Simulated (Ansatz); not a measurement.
**AlNi₃: moving Ni off its site**

AlNi₃, Fm-3m, a = 5.597 Å. The structure is a Materials Project entry; whether it is the stable form wasn't checked. Ansatz: PBEsol, PAW, 420 eV, Γ-centred 14×14×14 mesh on 4 atoms, Gaussian smearing 0.15 eV; no spin polarisation.

```
CELL_PARAMETERS angstrom
0.00000 2.79841 2.79841
2.79841 0.00000 2.79841
2.79841 2.79841 0.00000
ATOMIC_POSITIONS crystal
Al 0.50000 0.50000 0.50000
Ni 0.25000 0.25000 0.25000
Ni 0.00000 0.00000 0.00000
Ni 0.75000 0.75000 0.75000
```

Atom 3 (Ni) moves by x along the unit vector (0.000, 0.000, -1.000), with its periodic images; all else is held. y is the free energy of the cell over the start, F the force along the path summed over the moved atoms. Symmetry makes y even in x.

```
 x (Å) y (meV) F (eV/Å)
-0.600        ?         ?
-0.360    621.7      3.58
-0.120     66.4      1.11
 0.000      0.0      0.00
 0.180    150.5     -1.69
 0.240    270.1     -2.30
 0.300    426.8     -2.93
 0.420    856.1     -4.24
 0.480   1130.4     -4.91
 0.540   1445.2     -5.58
```

**Question.** Fit y = c2 x² + c4 x⁴ to the energies of the other rows, give the force constant, and predict energy and force of the missing row.

**Answer.** Least squares on the rows shown. y = 4662.8 x² + 1024.2 x⁴. The force constant is 2 c2 = 9.33 eV/Å² (for all images moving together, not for a lone atom). The force −dy/dx at the missing row is 6.48 eV/Å (computed 6.28). At x = -0.600 the fit asked for gives 1811.3 meV. The run gave 1800.9 meV, so the fit is 10.4 meV too high, a small miss on the scale of the series.

Cost: 10 runs of about 2.4 core-minutes in all, on Intel Xeon 6975P-C (Granite Rapids) (shared hosts).